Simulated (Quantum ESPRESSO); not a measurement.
```
CELL_PARAMETERS angstrom
      3.26421    -2.05747     0.00000
      3.26421     2.05747     0.00000
      0.00000     0.00000     8.40240
ATOMIC_POSITIONS crystal
  Cl 0.88548 0.11452 0.60475
  Cl 0.11452 0.88548 0.39525
  Cl 0.61452 0.38548 0.10475
  Cl 0.38548 0.61452 0.89525
```

The geometry is that of Materials Project entry mp-22848, symmetrised and not relaxed again.

Q: What does LDA (Quantum ESPRESSO, PseudoDojo norm-conserving, 56 Ry, no spin-orbit coupling) give for the electronic structure near the Fermi level?

A: The LDA gap is direct, 2.08 eV at Γ. 

Letters of k points follow the standard setting of the lattice, whose axes may be ordered differently from the printed cell.

The distance between layers or molecules is the database entry's, not relaxed here. Functionals without dispersion can leave it too large, which widens gaps and weakens the response across layers: the numbers belong to this cell.
